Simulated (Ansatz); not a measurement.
Take a crystal in which Sb has been replaced by Bi on all its sites, with the cell rescaled by a rough guess (in some cases also distorted within its space group) and nothing relaxed:

```
Bi
1.0
     3.55056    0.00000    0.00000
    -1.77528    3.07488    0.00000
     0.00000    0.00000    5.61724
Bi
2
Direct
  0.33333 0.66667 0.25000
  0.66667 0.33333 0.75000
```

Theory: Ansatz, DFT PBEsol, scalar-relativistic, plane waves, PAW.

Plane waves to 420 eV, a k mesh through Γ of 15×15×8 on the computed 2-atom cell and Gaussian smearing (0.10 eV); no spin polarisation.

Problem. Will this cell want to expand or contract, and how hard?

Solution. The pressure is -1.2 GPa (positive in compression), so the cell would contract.

Problem. Is it a metal on this mesh?

Solution. Yes, a band crosses the Fermi level.

Spin-orbit coupling is left out, which matters for the bands of heavy elements.

This form isn't the element's structure at ambient conditions.